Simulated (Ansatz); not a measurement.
input.yaml (Ansatz 0.2.0):

```yaml
crystal:
  lattice:
    - [0.0, 3.3905333344, 3.3905333344]
    - [3.3905333344, 0.0, 3.3905333344]
    - [3.3905333344, 3.3905333344, 0.0]
  atoms:
    - { symbol: Yb, position: [0.0, 0.0, 0.0], spin: 1.0 }
    - { symbol: Se, position: [0.25, 0.25, 0.25] }
    - { symbol: Se, position: [0.75, 0.75, 0.75] }
basis:
  ecutwfc: 420
  ecutrho_ratio: 4
kpoints:
  mp_grid: { grid: [8, 8, 8] }
hamiltonian:
  xc: pbesol
scf:
  occupations: { method: gaussian, width: 0.05 }
output:
  forces: true
  stress: true
  eigenvalues: true
  populations: true
magnetization:
  spin_polarized: true
```

Launched as:
```sh
ansatz run input.yaml --threads 4 --pin off --max-ram 4096MiB --backend cpu --events-out ev --progress --plain --runs-dir out
```

The cell came from substitution into a structure type; whether the compound takes it is for experiment to say.

What the program printed, in part:

```
Yb: projections on atomic orbitals take those of the free atom [Kr 4d10] 4f14 5s2 5p6 5d0 6s2, of charge +0.00 (hamiltonian.pseudopotentials.projection_atoms); the dataset's partial waves leave at most 1.5e-4 of an orbital's norm unspanned inside its sphere
Pseudopotentials: kind: paw
Pseudopotential: Yb, paw, valence charge 24, recommended cutoff 420 eV (normal), Yb.paw.azcp
Pseudopotential: Se, paw, valence charge 16, recommended cutoff 420 eV (normal), Se.paw.azcp
Crystal: 3 atoms, lattice volume = 77.953 Å³
Basis set: ecut = 420 eV, 1471 PW (Γ), exchange–correlation on 72×72×72 points (8 copies of the dense FFT grid, shifted against one another)
Bands: 35, of which v1, the nominal top of the filled ones, is band 28 counted from 1 (27 counted from 0)
Symmetry: 48 space group operations
Space group: Fm-3m (ITA 225), of the structure as read, at distance tolerance 4.3e-5 Å
Magnetic group: BNS 225.116 (UNI 1618), of the structure as read, at distance tolerance 4.3e-5 Å
k-points: 29 of 512
Initial density: superposition of atomic densities (chi_scale 0.1, normalization cell)
Starting moments: Σ|m| = 1 μB on 1 of 3 sites
Initial wavefunctions: pseudopotential atomic-orbital guess
Functional: x = pbesol(κ = 0.804, μ = 0.12346), c = pbesol(β = 0.046)
iter 1 solved again at ethr=1.19e-3 eV; its pass at ethr=3.10e-3 eV (dr2=6.67e-1 eV) is discarded
```

```
SCF iter   1: F=—  HF=-24528.325638 eV  |F-HF|=—  |Δ(HF+E_count)|=         —  Δρ=3.35e-2 (↑3.35e-2 ↓1.55e-2)  dr2=6.73e-1  dr2_m=3.50e-1  M=0.155 μB ∫|m|=0.156 μB
Mixer restart at iter 1: flushing history
SCF iter   2: F=—  HF=-24528.296959 eV  |F-HF|=—  |Δ(HF+E_count)|=   2.87e-2  Δρ=2.10e-2 (↑2.10e-2 ↓1.50e-2)  dr2=2.90e-1  dr2_m=1.89e-1  M=0.129 μB ∫|m|=0.131 μB
SCF iter   3: F=—  HF=-24528.371512 eV  |F-HF|=—  |Δ(HF+E_count)|=   7.46e-2  Δρ=1.59e-2 (↑1.59e-2 ↓6.45e-3)  dr2=3.69e-1  dr2_m=2.11e-2  M=0.057 μB ∫|m|=0.058 μB
SCF iter   4: F=—  HF=-24528.229905 eV  |F-HF|=—  |Δ(HF+E_count)|=   1.42e-1  Δρ=2.20e-3 (↑1.99e-3 ↓2.20e-3)  dr2=2.21e-2  dr2_m=1.60e-4  M=0.020 μB ∫|m|=0.024 μB
SCF iter   5: F=—  HF=-24528.232092 eV  |F-HF|=—  |Δ(HF+E_count)|=   2.19e-3  Δρ=1.53e-3 (↑1.53e-3 ↓1.14e-3)  dr2=7.86e-3  dr2_m=5.03e-5  M=0.007 μB ∫|m|=0.013 μB
SCF iter   6: F=—  HF=-24528.236161 eV  |F-HF|=—  |Δ(HF+E_count)|=   4.07e-3  Δρ=9.05e-4 (↑9.05e-4 ↓8.29e-4)  dr2=4.28e-3  dr2_m=2.18e-6  M=0.003 μB ∫|m|=0.005 μB
SCF iter   7: F=—  HF=-24528.236626 eV  |F-HF|=—  |Δ(HF+E_count)|=   4.65e-4  Δρ=2.66e-4 (↑2.66e-4 ↓2.35e-4)  dr2=3.12e-4  dr2_m=6.62e-7  M=0.001 μB ∫|m|=0.001 μB
SCF iter   8: F=—  HF=-24528.236866 eV  |F-HF|=—  |Δ(HF+E_count)|=   2.40e-4  Δρ=1.81e-4 (↑1.50e-4 ↓1.81e-4)  dr2=1.18e-4  dr2_m=3.10e-7  M= 0.000 μB ∫|m|=0.000 μB
SCF iter   9: F=—  HF=-24528.236915 eV  |F-HF|=—  |Δ(HF+E_count)|=   4.92e-5  Δρ=8.44e-5 (↑5.41e-5 ↓8.44e-5)  dr2=1.73e-5  dr2_m=5.88e-7  M=-0.001 μB ∫|m|=0.001 μB
...
SCF iter  12: F=—  HF=-24528.236958 eV  |F-HF|=—  |Δ(HF+E_count)|=   4.52e-7  Δρ=4.32e-6 (↑4.10e-6 ↓4.32e-6)  dr2=5.03e-8  dr2_m=1.35e-10  M= 0.000 μB ∫|m|=0.000 μB
SCF iter  13: F=—  HF=-24528.236959 eV  |F-HF|=—  |Δ(HF+E_count)|=   1.16e-7  Δρ=3.22e-6 (↑2.33e-6 ↓3.22e-6)  dr2=2.32e-8  dr2_m=2.16e-10  M= 0.000 μB ∫|m|=0.000 μB
SCF iter  14: F=—  HF=-24528.236959 eV  |F-HF|=—  |Δ(HF+E_count)|=   1.49e-8  Δρ=9.25e-7 (↑9.25e-7 ↓5.01e-7)  dr2=1.35e-9  dr2_m=7.40e-11  M= 0.000 μB ∫|m|=0.000 μB
SCF iter  15: F=-24528.236959 eV  HF=-24528.236959 eV  |F-HF|=1.04e-8  |Δ(HF+E_count)|=   2.15e-9  Δρ=1.61e-6 (↑1.61e-6 ↓1.48e-6)  dr2=7.62e-9  dr2_m=1.01e-11  M= 0.000 μB ∫|m|=0.000 μB
```

```
SCF 1 converged in 15 iterations: F = -24528.236959 eV  dr2 = 7.62e-9
SCF converged after 15 iterations
Magnetization:  0.0000 μB (28.0000 up, 28.0000 down)
Absolute magnetization: 0.0000 μB (∫|ρ↑−ρ↓|, with the PAW one-centre terms)
Per-site moments (μB) at R_I (Å): [(0.00000, 1.21122), (-0.00001, 1.21122), (-0.00001, 1.21122)]
Free energy (F): -24528.236959 eV
E sigma→0 (E₀):  -24528.234506 eV
Entropy (-TS):   -0.004904 eV (-1.635 meV/atom)
Fermi energy:    9.314314 eV
--- Forces (eV/Å), atoms counted from 1 ---
  atom   1  Yb     0.00000000     0.00000000     0.00000000
  atom   2  Se     0.00000000     0.00000000     0.00000000
  atom   3  Se     0.00000000     0.00000000     0.00000000
--- Stress (GPa, compression-positive) ---
       -2.367811       0.000000       0.000000
        0.000000      -2.367811       0.000000
        0.000000       0.000000      -2.367811
  P = ⅓ Tr σ = -2.3678 GPa (-23.678 kbar)
--- Löwdin populations: 3 sites ---
  site symbol       q [e]    m [muB]
     0     Yb     23.9133     0.0000
     1     Se     16.0013     0.0000
     2     Se     16.0013     0.0000
```

In short (PBEsol): pressure -2.4 GPa, gap on the mesh zero (metallic), no spin moment left.

Without a U the 4f levels of Yb lie too near the Fermi level, so their share of the states there, and what hangs on it, is overstated. Scalar-relativistic only: spin–orbit splittings of the heavy atoms' levels are missing. The starting moments died out; a magnetic state reached from other starts isn't excluded. A displaced or strained copy of the relaxed cell lay 0.6 meV/atom lower, so on this mesh the structure isn't a minimum; in a metal a finer mesh can change so small a difference.
